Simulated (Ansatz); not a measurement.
Relaxed Sn (beta-Sn type, space group I4_1/amd):

```
Sn
1.0
   -5.94700     5.94700     3.21230
    0.00000     0.00000     3.21230
    0.00000     5.94700     0.00000
Sn
4
Cartesian
 -5.94700   8.92050   4.01538
 -2.97350   5.94700   2.40923
  0.00000   0.00000   0.00000
 -2.97350   2.97350   1.60615
```

A phonon eigenvector at M = (0.5, 0.5, 0.5) is frozen into this cell: atom i moves by Q times the vector below, so Q is the largest atomic displacement, in Å. The cell is held. It is one choice among 2 degenerate patterns. (q is in reciprocal vectors of the primitive cell; the cell shown is doubled to hold the pattern.)

```json
[
 {"atom": "Sn1", "x": "0.000", "y": "0.000", "z": "-1.000"},
 {"atom": "Sn2", "x": "0.000", "y": "0.000", "z": "1.000"},
 {"atom": "Sn3", "x": "0.000", "y": "0.000", "z": "-0.324"},
 {"atom": "Sn4", "x": "0.000", "y": "0.000", "z": "0.324"}
]
```

Calculation: PBE (plane waves to 420 eV, PAW, scalar-relativistic; Ansatz, a first-principles code). k mesh 16×16×16 (Γ-centred), Fermi-Dirac smearing 0.05 eV. The energy includes the smearing's −TS. With partly filled bands, energies and forces of such displacements shift with the k mesh and the smearing. Sn was relaxed with its symmetry unable to fall. The zero of ΔE is the undisplaced structure. The last digit holds for this mesh only.

```
Q (Å)   ΔE (meV/cell)
------  -------------
-0.180          21.58
-0.150          15.28
-0.120           9.93
-0.090           5.65
-0.060       withheld
-0.030           0.64
0.000            0.00
0.030            0.64
0.060        withheld
0.090            5.65
0.120            9.93
0.150           15.28
0.180           21.58
```

**Question.** Fit an even polynomial form (powers 2, 4) to the given rows and predict ΔE at Q = -0.060.

**Answer.** Least squares on the 11 given rows: ΔE = (708.4)·Q² + (-1307)·Q⁴, in meV/cell with Q in Å; root-mean-square residual 0.002 meV/cell. At -0.060 the fit gives 2.53 meV/cell; the calculation gives 2.54 meV/cell, so the interpolation is off by -0.01 (-0.4 %). The quadratic term alone would give 2.55 meV/cell.

(For displaced atoms, the force is minus the slope of the energy, and its curvature is a force constant, which sets phonon frequencies.)
